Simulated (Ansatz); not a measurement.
In the program Ansatz at the PBE level (PAW), AlGaAs₂ in the tetragonal phase (P-4m2; Pearson symbol tP8) relaxes to a = 4.059 Å, c = 11.458 Å. Ga has 4 nearest neighbours from 2.49 Å (tetrahedral); As on 1a has 4 nearest neighbours from 2.49 Å (tetrahedral); As on 2f has 4 nearest neighbours from 2.48 Å (tetrahedral); Al has 4 nearest neighbours from 2.48 Å (tetrahedral). Against the elements it lies at -0.42 eV/atom, with no fitted shifts.

The Kohn–Sham gap is 0.90 eV (direct). The valence maximum lies at Γ and the conduction minimum at Γ. Gap from PBE with spin–orbit coupling: 0.79 eV. Electrons at the band edge weigh 0.060 mₑ (isotropic).

The bulk modulus is 64.0 GPa.

The start of the workflow was typed in or built on a structure type; neither database checked (COD, Materials Project) lists it. Whether it is the stable phase at ambient conditions was not checked. The PBE relaxation kept the symmetry of its start; whether a distortion lowers the energy is not shown. The references are the lowest solids computed at this level, not always the standard phases. Spin–orbit coupling is left out wherever it is not named.

Potentials: the earlier of the program's two PAW sets.
